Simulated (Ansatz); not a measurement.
A: NiSi (MnP type, space group Pnma), a = 5.105 Å, b = 3.360 Å, c = 5.504 Å, α = 90.00°, β = 90.00°, γ = 90.00°
B: HgS (cinnabar type, space group P3_221), a = b = 4.1389 Å, c = 9.4078 Å, α = β = 90.00°, γ = 120.00°
C: SiSe2 (SiS2 type, space group Ibam), a = 6.3014 Å, b = 9.3016 Å, c = 5.8556 Å, α = 90.00°, β = 90.00°, γ = 90.00°

Scan: energy against volume (even scaling of the relaxed cell, symmetry kept). One method and one kind of scan serve all of them; meshes and ranges differ. All were relaxed with their symmetry unable to fall. NiSi is run without spin polarisation. Spin-orbit coupling is left out.

Task: Rank these by bulk modulus at fixed cell shape (fitted) (highest first), as PBEsol (plane waves to 420 eV, PAW, scalar-relativistic; Ansatz, a first-principles code) gives it.

Result: A (185 GPa), B (23.0 GPa), C (13.6 GPa)

(Under strain, the slope of the energy per volume gives the stress and its curvature an elastic modulus.)
